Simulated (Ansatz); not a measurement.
Relax this structure to zero stress and force, keeping its symmetry:

```
Nb Au
1.0
     4.61000    0.00000    0.00000
    -2.30500    3.99238    0.00000
     0.00000    0.00000    2.72000
Nb Au
1 2
Cartesian
  0.0000 0.0000 0.0000
  0.0000 2.6616 1.3600
  2.3050 1.3308 1.3600
```

Computed with Ansatz 0.2.0, DFT PBEsol, scalar-relativistic, plane waves, PAW.

Cutoff 420 eV; k points 12×12×16 on the computed 3-atom cell (Γ-centred); Gaussian smearing, width 0.10 eV; no spin polarisation.

**Question.** What does it relax to?

**Answer.** The volume rises by 0.13 Å³/atom to 16.82 Å³/atom, and the energy falls by 0.7 meV/atom. Final structure:
```cif
data_structure
_symmetry_space_group_name_H-M 'P6/mmm'
_symmetry_Int_Tables_number 191
_cell_length_a 4.6215
_cell_length_b 4.6215
_cell_length_c 2.7282
_cell_angle_alpha 90.000
_cell_angle_beta 90.000
_cell_angle_gamma 120.000
_cell_volume 50.46
loop_
_atom_site_label
_atom_site_type_symbol
_atom_site_symmetry_multiplicity
_atom_site_Wyckoff_symbol
_atom_site_fract_x
_atom_site_fract_y
_atom_site_fract_z
_atom_site_occupancy
Nb1 Nb 1 a 0.00000 0.00000 0.00000 1
Au1 Au 2 d 0.33333 0.66667 0.50000 1
```

Spin–orbit coupling is left out, which can shift energies with elements as heavy as these.

Cost: 1 run of about 0.96 core-minutes, on Arm Neoverse V2 (shared hosts).